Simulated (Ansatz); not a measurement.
Al (Im-3m), clamped-ion strain scan

Theory: Ansatz, DFT r2SCAN, scalar-relativistic, plane waves, PAW. Settings: plane waves to 500 eV, k-mesh 20×20×20 (Γ-centred), Gaussian smearing 0.15 eV. No spin polarisation. Energies are free energies at this smearing, counted from the undisturbed cell; pressure is positive in compression.

Zero of the scan (as given, not relaxed at this level; it stands at 0.5 GPa; this bcc form isn't the usual structure):

```
CELL_PARAMETERS angstrom
-1.59122 1.59122 1.59122
1.59122 -1.59122 1.59122
1.59122 1.59122 -1.59122
ATOMIC_POSITIONS crystal
Al 0.00000 0.00000 0.00000
```

The cell is strained by ε times the Voigt pattern (1, 1, 0, 0, 0, 0) (xx, yy, zz, yz, xz, xy; engineering shear) with fractional coordinates fixed. The cell is metallic on the mesh throughout.

| ε | ΔE (meV/atom) | stress summed along the pattern (GPa, tension positive) | pressure (GPa) |
| --- | --- | --- | --- |
| -0.0400 | 30.1 | -15.66 | 8.6 |
| -0.0300 | 17.1 | -11.26 | 6.3 |
| -0.0200 | 8.0 | -7.36 | 4.2 |
| -0.0100 | 2.4 | -3.97 | 2.2 |
| 0.0000 | 0.0 | -0.96 | 0.5 |
| 0.0100 | 0.5 | 1.87 | -1.1 |
| 0.0200 | 3.8 | 4.57 | -2.6 |
| 0.0300 | 9.8 | 7.13 | -4.0 |
| 0.0350 | 13.8 | 8.31 | -4.6 |
| 0.0400 | 18.4 | 9.40 | -5.2 |